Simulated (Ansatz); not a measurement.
YTiGe:
```yaml
crystal:
  lattice:
    - [-2.03318, 2.03318, 7.63929]
    - [2.03318, -2.03318, 7.63929]
    - [2.03318, 2.03318, -7.63929]
  atoms:
    - { symbol: Ge, position: [0.12194, 0.12194, 0.00000] }
    - { symbol: Ge, position: [0.87806, 0.87806, 0.00000] }
    - { symbol: Ti, position: [0.50000, 0.00000, 0.50000] }
    - { symbol: Ti, position: [0.00000, 0.50000, 0.50000] }
    - { symbol: Y, position: [0.32689, 0.32689, 0.00000] }
    - { symbol: Y, position: [0.67311, 0.67311, 0.00000] }
```

Relaxed with r²SCAN.

Task: Which orbitals make up the states near the Fermi level in plane-wave PAW r²SCAN (Ansatz code)?

Result: Within 0.5 eV of the Fermi level: Ti 3d 54 %, Y 4d 33 %, Ge 4p 6 %. Projections are on Löwdin-orthogonalised atomic valence shells; empty p or d shells of many metals are not among them.

Task: Tabulate the density of states.

Result: States/eV per cell of 6 atoms, in 0.25 eV bins, energy from the Fermi level.

```csv
E (eV),total,Ti 3d,Y 4d,Ge 4p
-7.85,0.00,0.00,0.00,0.00
-7.60,0.00,0.00,0.00,0.00
-7.35,0.00,0.00,0.00,0.00
-7.10,0.00,0.00,0.00,0.00
-6.85,0.00,0.00,0.00,0.00
-6.60,0.00,0.00,0.00,0.00
-6.35,0.00,0.00,0.00,0.00
-6.10,0.00,0.00,0.00,0.00
-5.85,0.00,0.00,0.00,0.00
-5.60,0.00,0.00,0.00,0.00
-5.35,0.00,0.00,0.00,0.00
-5.10,0.00,0.00,0.00,0.00
-4.85,0.00,0.00,0.00,0.00
-4.60,0.37,0.03,0.03,0.17
-4.35,1.53,0.11,0.19,0.70
-4.10,2.17,0.20,0.31,0.99
-3.85,3.41,0.30,0.59,1.56
-3.60,3.02,0.33,0.49,1.44
-3.35,3.10,0.39,0.52,1.46
-3.10,2.19,0.32,0.34,1.05
-2.85,4.73,0.75,0.70,2.50
-2.60,2.40,0.54,0.32,1.17
-2.35,2.85,0.68,0.37,1.47
-2.10,5.51,1.00,0.95,3.25
-1.85,8.23,2.48,1.72,3.77
-1.60,5.05,1.12,1.28,2.34
-1.35,4.00,0.92,0.89,1.76
-1.10,4.20,1.92,1.10,0.65
-0.85,2.84,1.65,0.58,0.26
-0.60,1.86,1.02,0.47,0.14
-0.35,6.38,3.61,1.46,0.69
-0.10,9.10,4.94,2.95,0.47
0.15,8.46,4.37,3.30,0.34
0.40,4.87,2.73,1.72,0.19
0.65,3.30,1.96,1.08,0.13
0.90,2.42,1.37,0.81,0.12
1.15,3.34,2.07,0.90,0.19
1.40,3.13,2.05,0.75,0.15
1.65,5.03,2.88,1.59,0.24
1.90,10.24,7.18,2.29,0.26
2.15,9.00,6.68,1.71,0.18
2.40,6.47,4.37,1.60,0.13
2.65,3.94,2.28,1.29,0.13
2.90,2.53,1.36,0.86,0.13
3.15,5.35,2.59,1.89,0.36
```

Space group I4/mmm. The workflow started from an entry of the Crystallography Open Database (COD), which files this formula under 2 space groups. Whether it is the stable phase at ambient conditions was not checked. The cell was relaxed with r²SCAN under the symmetry of its start; its stability against distortions is not shown here. The run is not spin-polarised. Spin–orbit coupling is left out wherever it is not named.

Potentials: the later of the program's two PAW sets.
